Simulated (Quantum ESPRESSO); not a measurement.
AlN: field gradients at the nuclei

```xyz
4
Lattice="3.0810 0.0000 0.0000 -1.5405 2.6682 0.0000 0.0000 0.0000 5.0310" Properties=species:S:1:pos:R:3 pbc="T T T"
Al     0.0000     1.7788     0.0096
Al     1.5405     0.8894     2.5251
N      0.0000     1.7788     1.9123
N      1.5405     0.8894     4.4278
```
The cell was made here from an entry of the Crystallography Open Database (unchecked): atoms relaxed with PBE in the measured cell (PBE without dispersion, pw.x of a modified build of Quantum ESPRESSO, symmetry kept).  Stability against distortions was not tested.

Principal values are ordered |Vxx| ≤ |Vyy| ≤ |Vzz|, η = (Vxx − Vyy)/Vzz, and C_Q = eQVzz/h is given by its size. Cores are frozen. Against all-electron runs on small test molecules, this scheme's |Vzz| missed by −7 % on Al, under 1 % on N.

Quadrupole moments taken as inputs (sizes, barn, from the tables of PySCF and pymatgen): ²⁷Al 0.1466, ¹⁴N 0.0204.

### Question
What do the calculations give at each independent site (field gradients by PBE PAW (JTH datasets; density from pw.x of Quantum ESPRESSO, gradients reconstructed from it by a script), 25 Ha, k-mesh 8×8×5 through Γ)?

### Answer
| site | site symmetry | Vzz (a.u.) | η_Q | ∣C_Q∣ (MHz) |
|---|---|---|---|---|
| Al (atoms 1, 2) | 3m | 0.052 | 0.00 | 1.79 (²⁷Al) |
| N (atoms 3, 4) | 3m | 0.036 | 0.00 | 0.17 (¹⁴N) |
